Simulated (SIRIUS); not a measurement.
SIRIUS run on Nb (P-1, 7 atoms in the cell; from Materials Project mp-1104341): self-consistent single point.

Computed with LDA (PW92), GBRV LDA ultrasoft pseudopotentials (plane waves; SIRIUS 7.12.0).

```
CELL_PARAMETERS angstrom
      2.78114     0.00000     0.00000
      0.16093     4.66923     0.00000
      0.75937     1.89776     9.74095
ATOMIC_POSITIONS crystal
  Nb 0.64750 0.21778 0.57125
  Nb 0.35250 0.78222 0.42875
  Nb 0.93924 0.65044 0.71360
  Nb 0.06076 0.34956 0.28640
  Nb 0.22321 0.07763 0.85667
  Nb 0.77679 0.92237 0.14333
  Nb 0.50000 0.50000 0.00000
```

Reference input (self-consistent single point, DFT, LDA (PW92), plane waves, GBRV LDA ultrasoft pseudopotentials): parameters.ngridk = 5 3 2; parameters.xc_functionals = [XC_LDA_X, XC_LDA_C_PW]; parameters.gk_cutoff = 6.325 1/bohr; parameters.pw_cutoff = 14.143 1/bohr; parameters.smearing = cold; parameters.smearing_width = 0.00734986 Ha; potentials = GBRV LDA ultrasoft pseudopotentials; parameters.electronic_structure_method = pseudopotential; parameters.num_bands = 55; parameters.num_mag_dims = 0; parameters.num_dft_iter = 100; parameters.energy_tol = 1e-07 Ha. This run's input differs from it in these lines:

```diff
@@ -16,3 +16,3 @@
     "pw_cutoff": 14.143,
-    "ngridk": [5, 3, 2],
+    "ngridk": [1, 1, 1],
     "smearing": "cold",
```

Output (repeated stretches shortened):

```
[find] density tolerance         : 1e-06
[find] total energy tolerance    : 1e-07
[find] iter_solver_tol (initial) : 0.01
[find] iter_solver_tol (target)  : 1e-13
[find] num_dft_iter              : 100
Charges and magnetic moments
--------------------------------------------------------------------------------
total charge          : 91.000000
[find] | SCF iteration   0 out of 100|
[diagonalize] iterative solver tolerance (occupied, empty): 0.01 0.01
[diagonalize] average number of iterations: 1
[find_efermi_generic] Newton iteration converged after 4 steps
[find] Charges and magnetic moments
[find] total charge          : 91.000000
[find] Energy
[find] smearing (-TS)                 :      -0.00222085
[find] Total energy                   :    -413.29932702 (Ha),    -826.59865404 (Ry)
[find] Free energy (E-TS)             :    -413.30154787 (Ha),    -826.60309574 (Ry)
[find] band gap (eV)                  :       0.00000000
[find] Efermi                         :       0.67104571
[find] iteration : 0, RMS (target) : 6.4571e-01 (1.0000e-06) , energy difference (target) : -4.1330e+02 (1.0000e-07)
[find] bands are converged : true
[find] iterative solver converged : false
[find] | SCF iteration   1 out of 100|
[diagonalize] iterative solver tolerance (occupied, empty): 0.000458181 0.000458181
   [... lines left out ...]
[find] Charges and magnetic moments
[find] Free energy (E-TS)             :    -413.09752961 (Ha),    -826.19505922 (Ry)
[find] band gap (eV)                  :       0.00000000
[find] Efermi                         :       0.64920558
[find] Charges and magnetic moments
[find] Free energy (E-TS)             :    -412.29554037 (Ha),    -824.59108075 (Ry)
[find] band gap (eV)                  :       0.00000000
[find] Efermi                         :       0.66862425
[find] Charges and magnetic moments
[find] Free energy (E-TS)             :    -413.34829600 (Ha),    -826.69659200 (Ry)
   [... lines left out ...]
[ground_state] atom:    2, force:      -0.0009706      0.0011186      0.0001745
[ground_state] atom:    3, force:       0.0009706     -0.0011186     -0.0001745
[ground_state] atom:    4, force:      -0.0009554      0.0007715      0.0000211
[ground_state] atom:    5, force:       0.0009554     -0.0007715     -0.0000211
[ground_state] atom:    6, force:       0.0000000      0.0000000      0.0000000
```

The run converged in 18 iterations. SIRIUS prints the stress tensor with tension positive. Against the reference run the free energy falls by 118 meV/atom, the pressure goes from -8.69 to 18.17 GPa and the largest force goes from 0.066 to 0.077 eV/Å.

This run is one point of a test of settings, so its values need not be converged; read them against the reference run alone. The structure comes from a collection of computed structures, made at another level of theory; the collection holds predicted forms beside known ones. With one or two k-points the zone of this small cell is coarsely sampled: energies, forces and stress carry that error and can break the symmetry, so a converged loop does not mean converged values.

Cost on one core: very roughly 14 core-seconds.

The gap that the log prints is read on the run's mesh, which can miss the band edges or a crossing.
